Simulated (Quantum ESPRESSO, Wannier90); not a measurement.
## InAs (wurtzite): Wannier90 run

```
InAs
1.0
    4.31140     0.00000     0.00000
   -2.15570     3.73378     0.00000
    0.00000     0.00000     7.08879
In As
2 2
Direct
  0.66667   0.33333   0.50059
  0.33333   0.66667   0.00059
  0.66667   0.33333   0.87491
  0.33333   0.66667   0.37491
```

Cell from Materials Project (mp-1007652), symmetrised, no further relaxation. Not found in the COD (Crystallography Open Database) copy used, which has the formula in other groups; not checked further. Level: LDA, no spin polarisation, no spin-orbit coupling; pw.x of Quantum ESPRESSO at 64 Ry with PseudoDojo potentials, 6×6×4 k-points, Wannier90. Density: 12×12×6 mesh, cold smearing 0.01 Ry. Spin-orbit coupling is left out although heavy elements are present.

Base run: 16 functions from bands 21-46 of the 46 computed, start hydrogen-like In: s;p; As: s;p, frozen window up to 1.50 eV relative to the Fermi level, outer window open. One thing is changed at a time; window edges are relative to the Fermi level. The misfit compares interpolated bands with pw.x on a high-symmetry path, for states up to 1.0 eV relative to the Fermi level. Converged means that the tolerances were met: symmetric starts can stop on a saddle, which shows as a larger Ω_OD at equal Ω_I and can move the misfit too.

```
setting                    functions  frozen to (eV)  Ω_I (Å²)  Ω_D (Å²)  Ω_OD (Å²)  rms misfit (meV)  worst (meV)                          ended
-------------------------  ---------  --------------  --------  --------  ---------  ----------------  -----------  -----------------------------
base                              16            1.50     26.14      0.04       3.69               3.6           34                      converged
frozen window to 1.00 eV          16            1.00     25.70      0.04       3.69               3.7           34                      converged
frozen window to 2.50 eV          16            2.50     27.69      0.06       3.75               3.7           16                      converged
frozen window to -1.50 eV         16           -1.50     25.51      0.03       3.59                36          207                      converged
frozen window to 7.36 eV          16            7.36         –         –          –                 –            –  stops: too many frozen states
no frozen window                  16            none     25.01      0.03       3.56                80          263                      converged
outer window to 13.16 eV          16            1.50     27.08      0.05       3.74               3.2           34                      converged
outer window to 10.16 eV          16            1.50     33.85      0.14       4.88               4.2           23                      converged
```
